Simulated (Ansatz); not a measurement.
HfSiO4:
```
CELL_PARAMETERS angstrom
     -3.29104     3.29104     2.98304
      3.29104    -3.29104     2.98304
      3.29104     3.29104    -2.98304
ATOMIC_POSITIONS crystal
  Hf 0.75000 0.25000 0.50000
  Hf 0.00000 0.00000 0.00000
  Si 0.25000 0.75000 0.50000
  Si 0.50000 0.50000 0.00000
  O  0.13333 0.31813 0.81521
  O  0.06813 0.75292 0.68479
  O  0.50292 0.31813 0.18479
  O  0.06813 0.38333 0.31521
  O  0.61667 0.93187 0.68479
  O  0.68187 0.86667 0.18479
  O  0.24708 0.93187 0.31521
  O  0.68187 0.49708 0.81521
```

Relaxed with PBEsol. Special points in fractions of this cell's reciprocal vectors: Γ (0.000, 0.000, 0.000); X (0.000, 0.000, 0.500); M (-0.500, 0.500, 0.500); Z (0.455, 0.455, -0.455); Z0 (-0.455, 0.545, 0.455); P (0.250, 0.250, 0.250); N (0.000, 0.500, 0.000).

Problem. List the band energies nearest the valence-band maximum at these points for PBEsol with spin–orbit coupling in the plane-wave PAW code Ansatz.

Solution. In eV from the valence-band maximum; about four levels below and three above (degenerate sets whole), none deeper than 8.9 eV; points with the same levels are listed once.

```tsv
k	below	above
Γ	-0.49 -0.49 0.00 0.00	5.77 5.77 6.01 6.01 6.01 6.01
X	-0.59 -0.59 -0.59 -0.59	5.38 5.38 5.38 5.38
M	-0.85 -0.85 -0.85 -0.85	6.18 6.18 6.18 6.18
Z	-0.81 -0.81 -0.80 -0.80	6.12 6.12 6.21 6.21
P	-0.50 -0.50 -0.49 -0.49	5.37 5.37 5.40 5.40
N	-0.25 -0.25 -0.19 -0.19	5.65 5.65 5.79 5.79
```

Space group I4_1/amd. The cell was relaxed with PBEsol under the symmetry of its start. No spin polarisation was allowed.

Potentials: the later of the program's two PAW sets.
